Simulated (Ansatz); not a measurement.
InPd (CsCl type, space group No. 221) under volume change, DFT-LDA in the program Ansatz with PAW potentials, scaled uniformly.

| V (Å³/atom) | E − E(relaxed) (meV/atom) | P (GPa) |
|---|---|---|
| 15.113 | 77.8 | 18.46 |
| 15.612 | 32.2 | 11.09 |
| 16.110 | (withheld) | (withheld) |
| 16.608 | 0.0 | 0.00 |
| 17.106 | 6.6 | -4.10 |
| 17.605 | 24.7 | -7.39 |
| 18.103 | (withheld) | (withheld) |

What belongs in the gaps?


- 16.110, E − E(relaxed) (meV/atom): 7.5
- 16.110, P (GPa): 4.99
- 18.103, E − E(relaxed) (meV/atom): 51.9
- 18.103, P (GPa): -10.00

What does a third-order Birch–Murnaghan fit give for V₀, B₀ and B′?

V₀ = 16.61 Å³/atom, B₀ = 150 GPa, B′ = 5.8.

Space group Pm-3m (CsCl type). Symmetry was held in the LDA relaxation; of distortions, only those at the zone centre were tested. The run is not spin-polarised. Scalar-relativistic: spin–orbit coupling is off unless named, which matters more the heavier the elements.

Potentials: the later of the program's two PAW sets.
